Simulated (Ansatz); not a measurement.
Molecular dynamics on a 2×2×1 supercell (16 atoms) of CdS (P6_3mc), relaxed with r2SCAN. Forces come from r2SCAN in the plane-wave code Ansatz: a Nosé-Hoover thermostat at fixed volume, 300 K, steps of 1 fs. Classical nuclei, no spin polarisation; a few dozen steps show the first response, not equilibrium.

```yaml
crystal:
  lattice:
    - [8.3292424744, 1.0e-10, 0.0]
    - [-4.1646212373, 7.2133355771, 0.0]
    - [0.0, 0.0, 6.7659754123]
  atoms:
    - { symbol: Cd, position: [0.1666666667, 0.3333333333, -0.0009650885] }
    - { symbol: Cd, position: [0.3333333333, 0.1666666667, 0.4990349115] }
    - { symbol: S, position: [0.1666666667, 0.3333333333, 0.3759650885] }
    - { symbol: S, position: [0.3333333333, 0.1666666667, 0.8759650885] }
    - { symbol: Cd, position: [0.1666666667, 0.8333333333, -0.0009650885] }
    - { symbol: Cd, position: [0.3333333333, 0.6666666667, 0.4990349115] }
    - { symbol: S, position: [0.1666666667, 0.8333333333, 0.3759650885] }
    - { symbol: S, position: [0.3333333333, 0.6666666667, 0.8759650885] }
    - { symbol: Cd, position: [0.6666666667, 0.3333333333, -0.0009650885] }
    - { symbol: Cd, position: [0.8333333333, 0.1666666667, 0.4990349115] }
    - { symbol: S, position: [0.6666666667, 0.3333333333, 0.3759650885] }
    - { symbol: S, position: [0.8333333333, 0.1666666667, 0.8759650885] }
    - { symbol: Cd, position: [0.6666666667, 0.8333333333, -0.0009650885] }
    - { symbol: Cd, position: [0.8333333333, 0.6666666667, 0.4990349115] }
    - { symbol: S, position: [0.6666666667, 0.8333333333, 0.3759650885] }
    - { symbol: S, position: [0.8333333333, 0.6666666667, 0.8759650885] }
kpoints:
  mp_grid: { grid: [3, 3, 2] }
hamiltonian:
  xc: r2scan
scf:
  occupations: { method: fermi_dirac, width: 0.026 }
md:
  ensemble: nvt_nose_hoover
  temperature: 300
  timestep: 1.0
  n_steps: 40
  initial_velocities: maxwell_boltzmann
  seed: 1666
```

Run as `ansatz run input.yaml --threads 4 --pin off --max-ram 3686MiB --backend cpu --events-out ev --progress --plain --runs-dir out`. It ended after 7.6 min on 4 threads of Arm Neoverse V1, on a shared host; peak host memory 2.4 GiB.

| step | t (fs) | T (K) | free energy F from step 0 (meV/atom) | kinetic energy (meV/atom) | largest force (eV/Å) |
| --- | --- | --- | --- | --- | --- |
| 0 | 0 | 300 | 0.0 | 36.4 | 0.00 |
| 1 | 1 | 300 | 0.1 | 36.3 | 0.07 |
| 2 | 2 | 298 | 0.2 | 36.2 | 0.14 |
| 3 | 3 | 296 | 0.4 | 35.9 | 0.21 |
| 4 | 4 | 293 | 0.8 | 35.6 | 0.29 |
| 5 | 5 | 290 | 1.2 | 35.1 | 0.36 |
| 6 | 6 | 285 | 1.8 | 34.6 | 0.42 |
| 7 | 7 | 280 | 2.4 | 34.0 | 0.49 |
| 8 | 8 | 275 | 3.1 | 33.3 | 0.56 |
| 9 | 9 | 269 | 3.8 | 32.5 | 0.63 |
| 10 | 10 | 262 | 4.6 | 31.7 | 0.69 |
| 11 | 11 | 255 | 5.5 | 30.8 | 0.75 |
| 12 | 12 | 247 | 6.4 | 29.9 | 0.81 |
| 13 | 13 | 239 | 7.4 | 29.0 | 0.87 |
| 14 | 14 | 231 | 8.4 | 28.0 | 0.93 |
| 15 | 15 | 223 | 9.4 | 27.0 | 0.98 |
| 16 | 16 | 214 | 10.4 | 26.0 | 1.03 |
| 17 | 17 | 206 | 11.4 | 25.0 | 1.08 |
| 18 | 18 | 198 | 12.5 | 24.0 | 1.13 |
| 19 | 19 | 190 | 13.4 | 23.0 | 1.17 |
| 20 | 20 | 182 | 14.4 | 22.0 | 1.21 |
| 21 | 21 | 174 | 15.3 | 21.1 | 1.24 |
| 22 | 22 | 167 | 16.2 | 20.3 | 1.27 |
| 23 | 23 | 161 | 17.0 | 19.5 | 1.30 |

The temperature goes from 300 K to 161 K in 23 fs. The thermostat hasn't had time to restore it. The atoms start on their lattice sites with kinetic energy alone, so much of it first passes into potential energy. By the last step the atoms have moved 0.07 Å in the root mean square, the drift of the whole cell taken out, 0.15 Å at most. The job's limit cut the run after 23 of 40 steps.

Positions (Å) and forces (eV/Å) at step 23:
```
Cd   0.035   2.400  -0.062    -0.097   0.347   0.251
Cd   2.067   1.201   3.399     0.085  -0.206  -0.393
S    0.061   2.507   2.636    -0.293  -0.900  -0.886
S    2.114   1.193   5.872    -0.187   0.039   0.496
Cd  -2.094   6.033   0.003     0.296  -0.193  -0.368
Cd  -0.052   4.808   3.388     0.074   0.651  -0.174
S   -2.090   6.007   2.473    -0.259   0.065   0.549
S    0.084   4.894   5.848    -0.479  -0.398   0.719
Cd   4.140   2.346   0.044     0.191   0.328  -0.010
Cd   6.279   1.206   3.374     0.355  -0.112   0.044
S    4.201   2.315   2.597    -0.256   0.501  -0.268
S    6.242   1.199   5.931     0.217   0.315   0.040
Cd   2.121   6.044  -0.011     0.135  -0.128   0.070
Cd   4.103   4.792   3.362     0.231  -0.070   0.007
S    2.061   6.012   2.531     0.075   0.071   0.009
S    4.197   4.814   5.933    -0.090  -0.311  -0.087
```
